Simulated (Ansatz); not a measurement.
TaAs:
```cif
data_As2Ta2
_chemical_formula_sum 'Ta2 As2'
_space_group_name_H-M_alt 'P 1'
_space_group_IT_number 1
_cell_length_a 6.35786
_cell_length_b 6.35786
_cell_length_c 6.35786
_cell_angle_alpha 148.395
_cell_angle_beta 148.395
_cell_angle_gamma 45.303
loop_
_space_group_symop_operation_xyz
  'x, y, z'
loop_
_atom_site_label
_atom_site_type_symbol
_atom_site_fract_x
_atom_site_fract_y
_atom_site_fract_z
_atom_site_occupancy
Ta1 Ta 0.75017 0.25017 0.50000 1
Ta2 Ta 0.00017 0.00017 0.00000 1
As1 As 0.33243 0.83243 0.50000 1
As2 As 0.58243 0.58243 0.00000 1
```

Relaxed with PBE.

Problem. Tabulate the valence density and the electron localisation function along the shortest Ta–Ta contact (3.41 Å), PBE (plane waves, PAW; program Ansatz).

Solution. 

| distance from Ta (Å) | density (e/Å³) | ELF |
|---|---|---|
| 0.34 | 4.48 | 0.44 |
| 0.51 | 4.12 | 0.71 |
| 0.68 | 2.72 | 0.72 |
| 0.85 | 1.31 | 0.53 |
| 1.02 | 0.54 | 0.26 |
| 1.19 | 0.31 | 0.19 |
| 1.36 | 0.23 | 0.27 |
| 1.53 | 0.20 | 0.37 |
| 1.70 | 0.20 | 0.41 |
| 1.87 | 0.20 | 0.35 |
| 2.04 | 0.23 | 0.24 |
| 2.21 | 0.30 | 0.16 |
| 2.38 | 0.53 | 0.23 |
| 2.55 | 1.28 | 0.50 |
| 2.73 | 2.69 | 0.71 |
| 2.90 | 4.10 | 0.70 |
| 3.07 | 4.47 | 0.43 |

The density is the valence pseudo-density with augmentation charge, so density and ELF within about 1 Å of a nucleus are not all-electron values.

Space group I4_1md. Symmetry was held in the PBE relaxation; of distortions, only those at the zone centre were tested. The run is not spin-polarised. Scalar-relativistic: spin–orbit coupling is off unless named, which matters more the heavier the elements.

Potentials: the later of the program's two PAW sets.
